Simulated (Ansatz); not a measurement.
# GdOF: what a change of scf.n_extra_bands does

All numbers are calculated (PBEsol, collinear spin, no spin-orbit coupling; Ansatz, PAW set soft_2, 420 eV, k-mesh 6×6×6), not measured. These are the settings of the reference run.

Cell:

```
CELL_PARAMETERS angstrom
1.91743 1.10703 6.39132
-1.91743 1.10703 6.39132
0.00000 -2.21405 6.39132
ATOMIC_POSITIONS crystal
F 0.37029 0.37029 0.37029
F 0.62971 0.62971 0.62971
Gd 0.24120 0.24120 0.24120
Gd 0.75880 0.75880 0.75880
O 0.12223 0.12223 0.12223
O 0.87777 0.87777 0.87777
```

The reference run of this cell is solved again as a single point with these keys changed:

| key | reference run | changed run |
| --- | --- | --- |
| scf.n_extra_bands | not typed | 16 |

How does the changed run end?



| quantity | reference run | changed run |
| --- | --- | --- |
| energy, changed less reference (meV an atom) | 0 | 0.0 |
| pressure (GPa) | 0.0 | 0.0 |
| largest force (eV/Å) | 0.00 | 0.00 |
| gap on the mesh (eV) | 3.39 | 3.39 |
| moment of the cell (μB) | 14.00 | 14.00 |

The results hardly move, so this setting matters little here, or the typed value is the one that the program takes anyway. It took 21 iterations.

Caveats: the reference run: Gd without a U keeps its half-filled shell, but its 4f levels lie too near the Fermi level; the reference run: open f or d shells may hold a state above the lowest; a single point, atoms not relaxed again; semilocal functionals make gaps too small and can close them.
